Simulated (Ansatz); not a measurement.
ReW:
```
ReW
1.0
    3.11820     0.00000     0.00000
    0.00000     3.11820     0.00000
    0.00000     0.00000     3.11820
W Re
1 1
Direct
  0.00000   0.00000   0.00000
  0.50000   0.50000   0.50000
```

Relaxed with PBEsol. Special points in fractions of this cell's reciprocal vectors: Γ (0.000, 0.000, 0.000); X (0.000, 0.500, 0.000); M (0.500, 0.500, 0.000); R (0.500, 0.500, 0.500).

### Question
List the band energies nearest the Fermi level at these points for the program Ansatz at the PBEsol level (PAW).

### Answer
In eV from the Fermi level; about four levels below and three above (degenerate sets whole), none deeper than 8.9 eV; points with the same levels are listed once.

| k | below | above |
|---|---|---|
| Γ | -6.73 -6.73 -2.19 -2.19 -2.19 | 1.37 1.37 4.36 4.36 4.36 |
| X | -1.74 -1.74 -0.99 -0.99 -0.08 | 1.07 2.08 3.32 |
| M | -7.15 -7.08 -4.49 -4.49 | 0.24 0.24 0.93 |
| R | -3.90 -3.90 -3.90 -3.63 -3.63 -3.63 | 1.68 1.68 3.09 3.09 |

Space group Pm-3m (CsCl type). A made-up cell: these elements were put on the sites of a structure type; neither database checked (COD, Materials Project) lists it. Whether it is the stable phase at ambient conditions was not checked. The cell was relaxed with PBEsol under the symmetry of its start; its stability against distortions is not shown here. The run is not spin-polarised. Spin–orbit coupling is left out wherever it is not named.

Potentials: the later of the program's two PAW sets.
